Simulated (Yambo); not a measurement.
Material: LiBH$_{4}$ (space group P6_3mc, No. 186); a = 4.203 Å, b = 4.203 Å, c = 7.420 Å, α = 90.00°, β = 90.00°, γ = 120.00° (12 atoms in the cell). The geometry is that of Materials Project entry mp-2659898, symmetrised and not relaxed again.

With PBEsol (Quantum ESPRESSO, PseudoDojo norm-conserving, 76 Ry, scalar-relativistic), the gap between the mesh's edge points (Γ → Γ) is 6.744 eV.

**Question.** By how much does one-shot G0W0 (Yambo; 3×3×2 Γ-centred k mesh, bands 3 to 199 and a 8 Ry block in the screening, 199 bands in G with the Bruneval-Gonze terminator, plasmon pole fitted at 27.2 eV) open this gap, and what gap results?

**Answer.** The correction is 3.099 eV, giving 9.843 eV, 1.5 times the PBEsol value. The mesh misses a band edge: along a dense path the PBEsol gap is 6.60 eV against 6.74 eV on the mesh. Nearest settings tried, and what they do to the gap: 150 bands in W, 150 bands in G: -13 meV; 6 Ry block (209 vectors against 313): -77 meV; 3×3×1 mesh: -31 meV. So the settings aren't converged at that level. 

The structure is a Materials Project entry; no match was found in the copy of COD used, and its stability was not checked.
